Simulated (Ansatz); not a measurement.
Cu Kα1 powder pattern (kinematic, no thermal factors).
```csv
2θ (°),relative intensity
13.12,18
26.42,36
29.38,16
30.13,13
32.30,100
35.65,19
39.92,22
44.91,6
50.48,33
52.11,24
53.98,4
54.40,6
56.53,2
59.36,24
60.95,2
61.38,2
62.65,16
63.03,5
64.73,3
67.60,5
67.72,1
69.97,2
71.20,2
75.49,10
77.38,8
78.68,13
84.28,2
84.65,2
85.33,1
85.78,14
86.12,2
86.57,2
87.65,2
```

The pattern is computed from a structure relaxed with DFT PBE, scalar-relativistic, plane waves, PAW (Ansatz 0.2.0). No spin polarisation. Its elements are Bi, O, Sn.

Q: Give the structure.

A: SnBiO$_{2}$.
Space group P6_3/mmc (No. 194). a = 3.508 Å, b = 3.508 Å, c = 13.482 Å, α = 90.00°, β = 90.00°, γ = 120.00°
```json
{"atom": "Sn", "site": "2c", "symmetry": "-6m2", "x": "0.3333", "y": "0.6667", "z": "0.2500"}
{"atom": "Bi", "site": "2a", "symmetry": "-3m.", "x": "0.0000", "y": "0.0000", "z": "0.0000"}
{"atom": "O", "site": "4f", "symmetry": "3m.", "x": "0.3333", "y": "0.6667", "z": "0.5993"}
```

A pattern alone doesn't exclude other cells with like lines; this is the one computed.

Another cell of SnBiO2 relaxed alike, in Pmm2, lies 215 meV/atom lower, so this cell isn't the stable form at this level.

It was reached by relaxing an invented guess, and it needn't be the stable form of this composition.
